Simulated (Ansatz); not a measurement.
Input:

Relaxed CsPbCl3 (cubic perovskite):

```
CELL_PARAMETERS angstrom
      5.67350     0.00000     0.00000
      0.00000     5.67350     0.00000
      0.00000     0.00000     5.67350
ATOMIC_POSITIONS crystal
  Cs 0.00000 0.00000 0.00000
  Pb 0.50000 0.50000 0.50000
  Cl 0.00000 0.50000 0.50000
  Cl 0.50000 0.50000 0.00000
  Cl 0.50000 0.00000 0.50000
```

In each cell atom 1 (Cs, nearest neighbour Cl at 4.012 Å; its periodic images, 5.7 Å or more away, move with it) moves by s·(-0.707, -0.707, 0.000) (towards the nearest neighbour), the rest being held.

These are r2SCAN (plane waves to 500 eV, PAW, scalar-relativistic; Ansatz, a quantum-chemistry and plane-wave program) values and carry that method's errors. k mesh 5×5×5 (Γ-centred), Fermi-Dirac smearing 0.05 eV. Energies are smeared free energies. CsPbCl3 was relaxed with its symmetry unable to fall. Spin-orbit coupling is left out, though Pb is heavy. This is a high-temperature form of CsPbCl3. ΔE is measured from the undisplaced structure.

The scan covers s from -1.200 to 1.200 Å in 11 points.

Task: Is this a single well or a double well?

Result: A single well with its minimum at or next to zero displacement.

Task: Is the energy the same for equal positive and negative displacements?

Result: Even: the same for both signs. With its periodic images moving along, the atom's site symmetry in this cell is m-3m.

Task: What force acts on the atom along the line at s = -1.200 Å?

Result: 2.35 eV/Å.

Task: What is the energy change at s = 1.200 Å?

Result: 659 meV/cell.

(For displaced atoms, the force is minus the slope of the energy, and its curvature is a force constant, which sets phonon frequencies.)
